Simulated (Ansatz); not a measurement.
Sb (space group R-3m)

```
CELL_PARAMETERS angstrom
      2.18716     1.26276     3.84671
     -2.18716     1.26276     3.84671
      0.00000    -2.52551     3.84671
ATOMIC_POSITIONS crystal
  Sb 0.26727 0.26727 0.26727
  Sb 0.73273 0.73273 0.73273
```

Calculation: PBE (plane waves to 420 eV, PAW, scalar-relativistic; Ansatz, an electronic-structure program). DFPT wavenumbers on a 14×14×14 k mesh, in cm⁻¹ and rounded to 5; i marks imaginary ones, q is in fractions of the reciprocal vectors of the cell shown, and the three acoustic modes at Γ are left out. The program warned that its band solver left a few bands short of their tolerance. Sb was relaxed with its symmetry unable to fall. Spin-orbit coupling is left out, though Sb is heavy.

Does any mode at Γ, L = (0.5, 0.0, 0.0), F = (0.5, 0.5, 0.0), T = (0.5, 0.5, 0.5) come out imaginary?

No imaginary mode at these points (lowest 45 cm⁻¹ at F = (0.5, 0.5, 0.0)); other wave vectors were not tested.

Predict the phonon wavenumbers at Γ, L = (0.5, 0.0, 0.0), F = (0.5, 0.5, 0.0), T = (0.5, 0.5, 0.5).


```csv
q,wavenumbers (cm⁻¹)
Γ,"105 (×2), 145"
"L = (0.5, 0.0, 0.0)","65, 75, 80, 135, 135, 150"
"F = (0.5, 0.5, 0.0)","45, 50, 60, 110, 120, 135"
"T = (0.5, 0.5, 0.5)","50 (×2), 70, 145 (×2), 160"
```
